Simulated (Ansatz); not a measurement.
# Ag, diamond: geometry optimisation

The calculation used DFT, BLYP, plane waves (420 eV) with PAW, scalar-relativistic (Ansatz 0.2.0). (PAW data from PBE, frozen cores regenerated.)

k-point mesh 10×10×10, Fermi-Dirac smearing 0.1 eV, no spin polarisation. Cell and atoms relax.

Starting structure:

```yaml
crystal:
  lattice:
    - [0.0, 2.8449690438, 2.8449690438]
    - [2.8449690438, 0.0, 2.8449690438]
    - [2.8449690438, 2.8449690438, 0.0]
  atoms:
    - { symbol: Ag, position: [0.125, 0.125, 0.125] }
    - { symbol: Ag, position: [0.875, 0.875, 0.875] }
hamiltonian:
  xc: blyp
  pseudopotentials:
    kind: paw
    azcp:
      Ag: "pseudopotentials/Ag.paw.azcp"
basis:
  ecutwfc: 420
  fft_grid_basis: typed
kpoints:
  mp_grid: { grid: [10, 10, 10], shift: [0, 0, 0] }
magnetization:
  spin_polarized: false
scf:
  occupations: { method: fermi_dirac, width: 0.1 }
relax:
  max_steps: 60
  f_tol: 0.01
  cell: {}
output:
  write_density: true
  write_potential: true
  elf: true
  volumetric_format: npy
```

Problem. The pressure at the start is 21.5 GPa. By how much does the volume change?

Solution. From 23.03 to 32.40 Å³ per atom, 40.7 %. The final cell has a = 6.376 Å.

Problem. How much energy does the relaxation gain?

Solution. 434.2 meV per atom.
